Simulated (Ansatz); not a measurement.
Relaxed-ion elastic tensor of YAu (CsCl type, Pm-3m) in GPa (Voigt order), the program Ansatz at the LDA level (PAW); density 10.94 g/cm³, 21.70 Å³ per atom.

```
      1     2     3     4     5     6
-  ----  ----  ----  ----  ----  ----
1   144  85.0  85.0   0.0   0.0   0.0
2  85.0   144  85.0   0.0   0.0   0.0
3  85.0  85.0   144   0.0   0.0   0.0
4   0.0   0.0   0.0  38.8   0.0   0.0
5   0.0   0.0   0.0   0.0  38.8   0.0
6   0.0   0.0   0.0   0.0   0.0  38.8
```

**Question.** Is the crystal mechanically stable?

**Answer.** Yes: the smallest eigenvalue of C is 38.8 GPa.

**Question.** Work out the Voigt, Reuss and Hill averages.

**Answer.** K_V = 105, K_R = 105, K_H = 105; G_V = 35.0, G_R = 34.4, G_H = 34.7 GPa.

**Question.** Give Young's modulus, Poisson's ratio, Pugh's ratio and the universal anisotropy index.

**Answer.** E = 9KG/(3K + G) = 93.7 GPa; ν = 0.35; K/G = 3.01 (ductile by the Pugh limit of 1.75); A_U = 5G_V/G_R + K_V/K_R − 6 = 0.09.

**Question.** Estimate the sound speeds and the Debye temperature.

**Answer.** v_l = √((K + 4G/3)/ρ) = 3710 m/s, v_t = √(G/ρ) = 1780 m/s, mean 2000 m/s; Θ = (h/k)(3n/4πV)^(1/3) v_m = 214 K.

**Question.** Give the Zener ratio and Young's modulus along [100], [110] and [111].

**Answer.** A = 2C44/(C11 − C12) = 1.32; 1/E = S11 − 2(S11 − S12 − S44/2)Γ with Γ = 0, 1/4, 1/3 gives 80.6, 96.6, 104 GPa.

The first step of the workflow began from a Materials Project structure, measured or hypothetical; the Crystallography Open Database files this formula in space group No. 221, but the cells were not matched. Its standing as an ambient phase is unchecked. The cell was relaxed with LDA under the symmetry of its start; its stability against distortions is not shown here. No spin polarisation was allowed. As this level gives no gap, shear constants depend on the k-mesh and smearing (Fermi–Dirac, 0.1 eV here). Scalar-relativistic: spin–orbit coupling is off unless named, which matters more the heavier the elements.

Potentials: the later of the program's two PAW sets.
